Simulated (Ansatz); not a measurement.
AlWO4 in space group Cmmm (No. 65; Al on 2b, W on 2d, O on 4h, O on 4i) at seven volumes, the program Ansatz at the PBEsol level (PAW), shape and atoms relaxed at each. One row is withheld.

```csv
V (Å³/atom),P (GPa)
9.015,29.44
9.312,17.95
9.609,8.21
9.907,-0.01
10.204,-6.90
10.501,?
10.798,-17.16
```

### Question
Fit the shown pressures and predict the withheld one.

### Answer
P = (3/2)B₀(x^(7/2) − x^(5/2))[1 + (3/4)(B′ − 4)(x − 1)] with x = (V₀/V)^(2/3). Least squares on the six rows gives V₀ = 9.907 Å³/atom, B₀ = 247 GPa, B′ = 4.95. At V = 10.501, x = 0.9619 and P = -12.45 GPa. The run itself gave -12.59 GPa.

The workflow started from a Materials Project entry (that database holds measured and hypothetical structures alike); the Crystallography Open Database copy checked does not list it. COD files the formula under space group No. 12, so this cell is another polymorph or a model. Its standing as an ambient phase is unchecked. The PBEsol relaxation kept the symmetry of its start; whether a distortion lowers the energy is not shown. No spin polarisation was allowed. No Hubbard U is applied. Spin–orbit coupling is left out wherever it is not named.

Potentials: the later of the program's two PAW sets.
